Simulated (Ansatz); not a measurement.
Na3Bi in space group P6_3/mmc (No. 194; Na on 4f, Na on 2b, Bi on 2c), DFT-PBE in the program Ansatz with PAW potentials, all energies at zero smearing, with the estimated change up to a 700 eV cutoff added, with one set of potentials and settings (totals compare only within such a set). Cell of 8 atoms (6 Na, 2 Bi): -33714.737 eV.

```csv
element,reference phase,E (eV/atom)
Na,"P6_3/mmc, 2 atoms in the cell",-1486.4171
Bi,"R-3m, 2 atoms in the cell",-12396.5536
```

Formation energy per atom, worked out: (-33714.737 − 6×(-1486.4171) − 2×(-12396.5536))/8 = -0.391 eV/atom (-38 kJ per mol of atoms), at 0 K, without zero-point energy or fitted corrections.

The workflow started from a Materials Project entry (that database holds measured and hypothetical structures alike); the Crystallography Open Database files this formula in space group No. 194, but the cells were not matched. Its standing as an ambient phase is unchecked. The cell was relaxed with PBE under the symmetry of its start; its stability against distortions is not shown here. The references are the lowest solids computed at this level, not always the standard phases. Spin–orbit coupling is left out wherever it is not named.

Potentials: the later of the program's two PAW sets.
